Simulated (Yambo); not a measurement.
G0W0@PBEsol for CsH (CsCl type, space group Pm-3m, No. 221) in Yambo (4×4×4 mesh, 8 Ry block, plasmon pole, screening fixed), without a terminator:

```
bands N in G  gap R → X (eV)  shift of the valence edge (eV)
------------  --------------  ------------------------------
62                     4.370                          -1.030
118                    4.414                          -1.285
192                    4.421                          -1.365
```

Q: Extrapolate both columns to infinite N with E(N) = E∞ + A/N, test the form, and compare with the terminator.

A: From two points, E∞ = (N2 E2 − N1 E1)/(N2 − N1). The two largest N give 4.43 eV for the gap and -1.49 eV for the shift; the two smallest give 4.46 eV and -1.57 eV. For the gap the slopes A are -5.7 and -2.1 eV: the form isn't reached, and its limit is uncertain. For the shift the slopes A are 33 and 24 eV: the form isn't reached, and its limit is uncertain. With the Bruneval-Gonze terminator and 192 bands the run gives 4.41 eV and -1.40 eV, 0.03 eV and 0.09 eV from the extrapolated values: the terminator too is an estimate of the remainder. Block, mesh and the bands in W are held fixed.

Geometry of the Materials Project entry, not relaxed at this level; primitive cell a = b = c = 3.8184 Å, α = β = γ = 90.00°.

The structure is a Materials Project entry; no match was found in the copy of COD used, and its stability was not checked.

A shift is the quasiparticle energy of the state minus its PBEsol energy.
